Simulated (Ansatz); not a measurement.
Profile along the Yb–Yb line in Yb (fcc, Cu type)

Yb (fcc, Cu type)

Space group Fm-3m (No. 225); a = b = c = 5.224 Å, α = β = γ = 90.00°

| atom | site | symmetry | x | y | z |
|---|---|---|---|---|---|
| Yb | 4a | m-3m | 0.0000 | 0.0000 | 0.0000 |
(The calculation used a cell of 1 atom; values per cell refer to that cell.)

Fields along a shortest Yb–Yb line of a {110} plane (3.69 Å), from Yb to Yb, interpolated on the slice's grid (step about 0.2 Å). Level of theory: PBE (plane waves to 420 eV, PAW, scalar-relativistic; Ansatz, a quantum-chemistry and plane-wave program). k mesh 15×15×15. Near the nuclei the fields are pseudised (PAW); where an atom keeps semicore shells as valence, they peak there. The relaxed volume of Yb is well below the measured one. Yb is run without spin polarisation. Yb was relaxed with its symmetry unable to fall. The filling of the f shell was not checked against other fillings, so treat energies with care.

```csv
distance from Yb (Å),valence electron density (e/Å³),electron localisation function
0.00,41.25,x
0.37,20.10,x
0.74,2.81,0.70
1.11,0.34,0.22
1.48,0.10,0.09
1.84,0.08,0.19
2.21,0.10,0.09
2.58,0.34,0.22
2.95,2.81,0.70
3.32,20.10,x
3.69,41.25,x
```

x: too close to a nucleus for the ELF to mean much.

Density on the Yb–Yb line (3.69 Å) at its midpoint: 0.08 e/Å³. ELF at that point: 0.2.
